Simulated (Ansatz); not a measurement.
# Trial inputs on FeAu

The reference input for Ansatz (plane-wave DFT with PAW):

```yaml
crystal:
  lattice:
    - [1.4117478522, 0.8150730025, 4.4694532999]
    - [-1.4117478522, 0.8150730025, 4.4694532999]
    - [0.0, -1.630146005, 4.4694532999]
  atoms:
    - { symbol: Fe, position: [0.5, 0.5, 0.5], spin: 4.0 }
    - { symbol: Au, position: [0.0, 0.0, 0.0] }
basis:
  ecutwfc: 420
kpoints:
  mp_grid: { grid: [6, 6, 6] }
hamiltonian:
  xc: pbe
scf:
  occupations: { method: gaussian, width: 0.1 }
  lower_state_search: "off"
output:
  forces: true
  stress: true
  eigenvalues: true
  populations: true
magnetization:
  spin_polarized: true
```

Command:

```bash
ansatz run input.yaml --threads 1 --pin off --max-ram 1331MiB --backend cpu --events-out ev --progress --plain --runs-dir out
```

The run converges in 14 SCF iterations on 32 irreducible k-points: pressure -0.70 GPa, no gap, cell moment 2.90 μB.

Settings here are deliberately varied, not converged. Each trial's input is given as a difference from the reference's; energies are extrapolated to zero smearing where there is one, and pressure is positive in compression.

Trial 1:

```diff
 crystal:
   atoms:
-    - { symbol: Fe, position: [0.5, 0.5, 0.5], spin: 4.0 }
+    - { symbol: Fe, position: [0.5, 0.5, 0.5], spin: 3.23 }
 kpoints:
-  mp_grid: { grid: [6, 6, 6] }
+  mp_grid: { grid: [3, 3, 3] }
+  band_path: { path: [[0, 0, 0], [0.5, 0, 0], [0.5, 0.5, 0.5]], npoints: 8 }
 hamiltonian:
-  xc: pbe
+  xc: rpbe
```

The run converges in 14 SCF iterations on 6 irreducible k-points: pressure 1.92 GPa, no gap, cell moment 3.15 μB.

Trial 2:

```diff
 crystal:
   atoms:
-    - { symbol: Fe, position: [0.5, 0.5, 0.5], spin: 4.0 }
+    - { symbol: Fe, position: [0.5, 0.5, 0.5], spin: 3.23 }
+  symmetry: { detect: false }
 basis:
-  ecutwfc: 420
+  ecutwfc: 60
 kpoints:
-  mp_grid: { grid: [6, 6, 6] }
+  mp_grid: { grid: [3, 3, 3], shift: [0.25, 0.25, 0.25] }
 scf:
-  occupations: { method: gaussian, width: 0.1 }
+  occupations: { method: tetrahedron_uncorrected }
+  mixing: { preconditioner: thomas_fermi }
+  initial_density: { chi_scale: 0, normalization: atom }
+  max_iter: 98
 output:
+  dos: { method: smearing }
```

The program refuses the input:

```text
Error: YAML parse error: error: line 19 column 29: unknown variant `thomas_fermi`, expected one of auto, none, kerker, kerker_dos, resta, local_kerker, ldos
```

Next try, with these keys changed back:

```diff
 scf:
-  mixing: { preconditioner: thomas_fermi }
-  initial_density: { chi_scale: 0, normalization: atom }
```

The run converges in 16 SCF iterations on 27 irreducible k-points: energy 776 eV per atom above the reference, pressure -7286 GPa (unreliable at so low a cutoff), no gap, cell moment 0.00 μB. It warns that the printed bands weren't solved further after the SCF; that the cutoff lies under the recommended one, 420 eV for these potentials; that the starting moments were lost.

Trial 3:

```diff
 crystal:
   atoms:
-    - { symbol: Fe, position: [0.5, 0.5, 0.5], spin: 4.0 }
+    - { symbol: Fe, position: [0.5, 0.5, 0.5], spin: 3.23 }
 basis:
-  ecutwfc: 420
+  ecutwfc: 550
 scf:
-  occupations: { method: gaussian, width: 0.1 }
+  occupations: { method: fermi_dirac, width: 0.46 }
```

The run converges in 13 SCF iterations on 32 irreducible k-points: energy 4.49 meV per atom above the reference (the smearing is far too wide for the extrapolation to zero width), pressure 1.18 GPa, no gap, cell moment 2.64 μB.

Trial 4:

```diff
 crystal:
   atoms:
-    - { symbol: Fe, position: [0.5, 0.5, 0.5], spin: 4.0 }
+    - { symbol: Fe, position: [0.5, 0.5, 0.5], spin: 3.23 }
 basis:
-  ecutwfc: 420
+  ecutwfc: 500
+  ecutrho_ratio: 2
 kpoints:
-  mp_grid: { grid: [6, 6, 6] }
+  mp_grid: { grid: [3, 5, 6] }
 scf:
+  max_iter: 77
```

The run converges in 13 SCF iterations on 46 irreducible k-points: energy 16.0 meV per atom below the reference, pressure -0.48 GPa, no gap, cell moment 2.91 μB. It warns that the density cutoff lies under the recommended one; that the mesh lowers the symmetry.

Trial 5:

```diff
 crystal:
   atoms:
-    - { symbol: Fe, position: [0.5, 0.5, 0.5], spin: 4.0 }
+    - { symbol: Fe, position: [0.5, 0.5, 0.5], spin: 3.23 }
 kpoints:
-  mp_grid: { grid: [6, 6, 6] }
+  mp_grid: { grid: [6, 2, 3] }
 scf:
-  occupations: { method: gaussian, width: 0.1 }
+  occupations: { method: gaussian, width: 0.11 }
```

The run converges in 13 SCF iterations on 20 irreducible k-points: energy 26.8 meV per atom below the reference, pressure -0.65 GPa, no gap, cell moment 2.95 μB. It warns that the mesh lowers the symmetry.

Trial 6:

```diff
 crystal:
   atoms:
-    - { symbol: Fe, position: [0.5, 0.5, 0.5], spin: 4.0 }
+    - { symbol: Fe, position: [0.5, 0.5, 0.5], spin: 3.23 }
 hamiltonian:
-  xc: pbe
+  xc: lda
```

The run converges in 13 SCF iterations on 32 irreducible k-points: pressure -14.75 GPa, no gap, cell moment 2.74 μB.